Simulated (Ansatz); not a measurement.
**Zone-centre modes in Sr$_{2}$ZrGeO$_{6}$**

These are results of DFT PBE, scalar-relativistic, plane waves, PAW in Ansatz 0.2.0, not measurements. Cutoff 420 eV, Γ-centred 6×6×6 k-points, Gaussian smearing of 0.05 eV. No spin polarisation.

The starting cell (relaxed at this level; it needn't be the usual structure):

```
Sr Zr Ge O
1.0
     0.00000    3.99897    3.99897
     3.99897    0.00000    3.99897
     3.99897    3.99897    0.00000
Sr Zr Ge O
2 1 1 6
Cartesian
  1.9995 1.9995 1.9995
  5.9985 5.9985 5.9985
  3.9990 3.9990 3.9990
  0.0000 0.0000 0.0000
  1.9187 3.9990 3.9990
  6.0792 3.9990 3.9990
  3.9990 1.9187 3.9990
  3.9990 6.0792 3.9990
  3.9990 3.9990 1.9187
  3.9990 3.9990 6.0792
```

Harmonic modes by finite displacements of 0.02 Å, without the LO–TO term.

Problem. At this geometry, is the structure stable against these modes?

Solution. No: 3 modes are unstable, the strongest at 99i cm⁻¹.

Problem. List the wavenumbers in cm⁻¹.

Solution. 99i, 99i, 99i, 0, 0, 0, 110, 110, 110, 115, 115, 115, 246, 246, 246, 255, 255, 255, 331, 331, 331, 410, 410, 410, 524, 524, 596, 596, 596, 795.

Cost: 1 run of about 2.7 core-minutes, on Arm Neoverse V1 (shared hosts).